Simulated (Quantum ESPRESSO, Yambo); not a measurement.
At a photon energy of 11.00 eV, RPA with local fields on PBEsol bands shifted by a G0W0 scissor of 2.27 eV (Quantum ESPRESSO and Yambo; 4×4×4 mesh, 132 bands, 3 Ry local-field block, 0.2 eV broadening) gives ε = 3.69 + 4.37i for LuPO4 (space group I4_1/amd, No. 141), field along x. Axes are Cartesian, with cell vectors (Å) (-3.37, 3.37, 2.96), (3.37, -3.37, 2.96), (3.37, 3.37, -2.96).

Question: Work out n, κ, the normal-incidence reflectivity, the absorption coefficient and the penetration depth.

Answer: 
|ε| = 5.72; n = √((|ε| + ε1)/2) = 2.17, κ = √((|ε| − ε1)/2) = 1.01. R = ((n − 1)² + κ²)/((n + 1)² + κ²) = 0.22. α = 2Eκ/(ħc) with ħc = 197.327 eV nm: 0.1123 per nm = 11 × 10⁵ per cm, a 1/e depth of 8.9 nm. The computed direct gap is 8.49 eV, and the energy scale of the real crystal may differ from it. Excitonic effects are left out, and values at one energy depend on mesh and broadening. The scissor comes from a G0W0 run whose convergence isn't established. Convergence of the RPA response with its 4×4×4 mesh was not tested.

Geometry of the Materials Project entry, not relaxed at this level; primitive cell a = b = c = 5.6052 Å, α = β = 106.16°, γ = 116.32°.
